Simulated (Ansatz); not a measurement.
Phonons of YbO (CsCl-type structure)

Method: PBEsol, scalar-relativistic; no spin polarisation; PAW, 420 eV, Gaussian smearing of 0.15 eV; code Ansatz. The datasets are Ansatz's generated set soft_2.

```
CELL_PARAMETERS angstrom
2.91414 0.00000 0.00000
0.00000 2.91414 0.00000
0.00000 0.00000 2.91414
ATOMIC_POSITIONS crystal
Yb 0.00000 0.00000 0.00000
O 0.50000 0.50000 0.50000
```

This is a trial structure; measured cells of the compound in the Crystallography Open Database are in space group Fm-3m (rock salt).

Force constants come from finite displacements in a 3×3×3 supercell (the unit cell's 12×12×12 k-mesh, folded to it); the long-range dipole term is not included. Points in reciprocal vectors of this cell: Γ = (0.000, 0.000, 0.000), X = (0.000, 0.500, 0.000), M = (0.500, 0.500, 0.000), R = (0.500, 0.500, 0.500).

Problem. Is the structure dynamically stable along this path, and where does the spectrum end?

Solution. No: a branch is imaginary, down to 107i cm⁻¹ at M. The highest frequency is 439 cm⁻¹, at X. Points that don't fit the supercell are interpolated.

Frequencies at the named points (cm⁻¹, imaginary ones negative):
| point | ω (cm⁻¹) |
| --- | --- |
| Γ | 0 0 0 116 116 116 |
| X | -53 -53 177 205 205 439 |
| M | -107 -74 138 138 353 353 |
| R | 127 127 127 393 393 393 |

The crystal is a metal or nearly so; low and unstable modes depend on mesh and smearing.

Run time: 17 min on 4 threads of Arm Neoverse N1, on a shared host, peak memory 5.8 GiB.

Without a U the 4f levels of Yb lie too near the Fermi level, so their share of the states there, and what hangs on it, is overstated. Spin–orbit coupling, which matters for such heavy elements, is left out. Spin polarisation wasn't allowed in this run, so with an open shell this may not be the ground state.
